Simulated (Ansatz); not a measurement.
Relaxed bulk Au:

```cif
data_structure
_symmetry_space_group_name_H-M 'Fm-3m'
_symmetry_Int_Tables_number 225
_cell_length_a 4.1241
_cell_length_b 4.1241
_cell_length_c 4.1241
_cell_angle_alpha 90.000
_cell_angle_beta 90.000
_cell_angle_gamma 90.000
_cell_volume 70.15
loop_
_atom_site_label
_atom_site_type_symbol
_atom_site_symmetry_multiplicity
_atom_site_Wyckoff_symbol
_atom_site_fract_x
_atom_site_fract_y
_atom_site_fract_z
_atom_site_occupancy
Au1 Au 4 a 0.00000 0.00000 0.00000 1
```

Miller indices refer to the conventional cell of Fm-3m (No. 225), a = 4.124 Å, b = 4.124 Å, c = 4.124 Å, α = 90.00°, β = 90.00°, γ = 90.00°.

The (100) slab of 6 planes, 10.3 Å thick with 15 Å of vacuum as cut; outer planes Au (top) and Au (bottom).

Computed with DFT r2SCAN, scalar-relativistic, plane waves, PAW (Ansatz 0.2.0). Settings: cutoff 500 eV, Γ-centred mesh 12×12×1 on the computed 6-atom cell, Gaussian smearing of 0.10 eV; no spin polarisation. A dipole correction removes the field between periodic images along c.

Results for the relaxed slab:

```yaml
Surface_energy_mean_of_both_faces: 1.05 J/m²
Work_function: 5.02 eV
```

Relaxation lowers the energy by 0.003 J/m² a face; the largest move is 0.036 Å.

| plane (bottom to top) | atoms | spacing to next, bulk (Å) | relaxed (Å) | change (%) |
| --- | --- | --- | --- | --- |
| 1 | Au | 2.062 | 2.031 | -1.5 |
| 2 | Au | 2.062 | 2.059 | -0.1 |
| 3 | Au | 2.062 | 2.056 | -0.3 |
| 4 | Au | 2.062 | 2.059 | -0.1 |
| 5 | Au | 2.062 | 2.031 | -1.5 |
| 6 | Au |  |  |  |

Spin–orbit coupling is left out, which can shift energies with elements as heavy as these.